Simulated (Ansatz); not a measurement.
**LiAlF4 (P6_3mc) at 2 levels of theory**

One geometry, relaxed with PBE; plane waves with PAW potentials in Ansatz, scalar-relativistic. No spin polarisation. Gaps are the least over mesh and band path; pressure is positive in compression.

Space group P6_3mc (No. 186). a = 5.824 Å, b = 5.824 Å, c = 9.511 Å, α = 90.00°, β = 90.00°, γ = 120.00°
```tsv
atom	site	symmetry	x	y	z
Li	2b	3m.	0.3333	0.6667	0.9587
Al	2b	3m.	0.6667	0.3333	0.0838
F	6c	.m.	0.9836	0.4918	0.0245
F	2b	3m.	0.3333	0.6667	0.7620
```

```json
{"level": "PBE", "cutoff (eV)": "420", "k mesh": "6×6×4", "gap (eV)": "7.12", "pressure (GPa)": "0.0"}
```

**Question.** What comes out on the same cell with PBEsol?

**Answer.**
| level | cutoff (eV) | k mesh | gap (eV) | pressure (GPa) |
| --- | --- | --- | --- | --- |
| PBEsol | 420 | 6×6×4 | 7.25 | -0.8 |

The cell was found from a structure generator's guess, not taken from experiment.
